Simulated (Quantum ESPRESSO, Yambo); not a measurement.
# Li₂O at -0.7 % isotropic strain: DFT and GW levels

```cif
data_Li2O
_chemical_formula_sum 'Li2 O1'
_space_group_name_H-M_alt 'P 1'
_space_group_IT_number 1
_cell_length_a 3.21345
_cell_length_b 3.21345
_cell_length_c 3.21345
_cell_angle_alpha 60.000
_cell_angle_beta 60.000
_cell_angle_gamma 60.000
loop_
_space_group_symop_operation_xyz
  'x, y, z'
loop_
_atom_site_label
_atom_site_type_symbol
_atom_site_fract_x
_atom_site_fract_y
_atom_site_fract_z
_atom_site_occupancy
Li1 Li 0.75000 0.75000 0.75000 1
Li2 Li 0.25000 0.25000 0.25000 1
O1 O 0.00000 0.00000 0.00000 1
```

The PBEsol cell relaxed from Materials Project entry mp-1960 was given an isotropic strain of -0.7 % on all lattice vectors, and the atoms were relaxed again.

Starting point: PBEsol (pw.x of Quantum ESPRESSO, ONCV potentials, scalar-relativistic). G0W0 in Yambo: 6×6×6 Γ-centred k mesh, bands 3 to 95 and a 14 Ry block in the screening, 95 bands in G with the Bruneval-Gonze terminator, plasmon pole fitted at 27.2 eV.

PBEsol gap along the band path: 4.94 eV
PBEsol gap between the mesh's edge points (Γ → X): 4.94 eV
G0W0 gap between the same points: 7.65 eV
PBEsol smallest direct gap on the mesh (at Γ): 5.54 eV
G0W0 direct gap at that point: 8.29 eV

```tsv
k point	band	E PBEsol (eV)	E QP (eV)	shift (eV)	Z
Γ	VB	0.00	-1.65	-1.65	0.79
Γ	CB	5.54	6.64	1.10	0.85
L	VB	-0.48	-2.19	-1.71	0.79
L	CB	9.41	10.91	1.50	0.83
X	VB	-1.48	-3.29	-1.81	0.78
X	CB	4.94	5.99	1.05	0.86
```

Energies count from the PBEsol valence-band maximum.

Convergence of the G0W0 settings was not tested.
